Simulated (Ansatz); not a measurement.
Given:

AlAu:
Space group P2₁/m (No. 11); a = 6.3242 Å, b = 3.4052 Å, c = 6.3772 Å, α = γ = 90.00°, β = 92.65°

```
atom  site  symmetry       x       y       z
----  ----  --------  ------  ------  ------
Al      2e         m  0.4496  0.2500  0.1786
Al      2e         m  0.0806  0.2500  0.6804
Au      2e         m  0.6913  0.2500  0.5216
Au      2e         m  0.1878  0.7500  0.0057
```

This is the r²SCAN-relaxed structure.

All from the program Ansatz at the r²SCAN level (PAW), unless another level is named. Estimate the bulk modulus (Birch–Murnaghan fit).

1100 kbar.

Predict the highest zone-centre frequency.

340 cm⁻¹.

Space group P2_1/m. The workflow started from a Materials Project entry (that database holds measured and hypothetical structures alike); the Crystallography Open Database copy checked does not list it. Its standing as an ambient phase is unchecked. Symmetry was held in the r²SCAN relaxation; whether a distortion lowers the energy is not shown. As this level gives no gap, phonon frequencies hold no LO–TO term and depend on the k-mesh and smearing (Fermi–Dirac, 0.1 eV here). Axis ratios of metals converge slowly with the k-mesh, so a and c are less sure than the volume. Spin–orbit coupling is left out wherever it is not named.

Potentials: the later of the program's two PAW sets.
